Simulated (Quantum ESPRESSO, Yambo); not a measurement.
For LiBaF₃ (cubic perovskite, space group Pm-3m, No. 221), Yambo gives the independent-particle static dielectric constant along x as 2.71 on PBEsol bands and 2.37 after a scissor of 3.23 eV widens every gap (10×10×10 mesh, 52 bands, 3 Ry local-field block, 0.2 eV broadening).

### Question
A scissor keeps the position matrix elements. In a one-oscillator model, how does ε − 1 scale, and what mean transition energy do the two values imply?

### Answer
Each transition adds |r|²/E to ε − 1, so ε − 1 ∝ 1/(E0 + Δ). Then (2.37 − 1)/(2.71 − 1) = E0/(E0 + Δ) = 0.801, and E0 = Δ(ε' − 1)/(ε − ε') = 13.0 eV. The computed Im ε, weighted by 1/E up to 20 eV, has its mean at 12.8 eV; the smallest direct PBEsol gap is 6.61 eV. The scissor comes from a G0W0 run whose convergence isn't established. Convergence of the RPA response with its 10×10×10 mesh was not tested.

Bands from Quantum ESPRESSO.

Geometry of the Materials Project entry, not relaxed at this level; primitive cell a = 3.989 Å, b = 3.989 Å, c = 3.989 Å, α = 90.00°, β = 90.00°, γ = 90.00°.

The structure is a Materials Project entry; no match was found in the copy of COD used, and its stability was not checked.
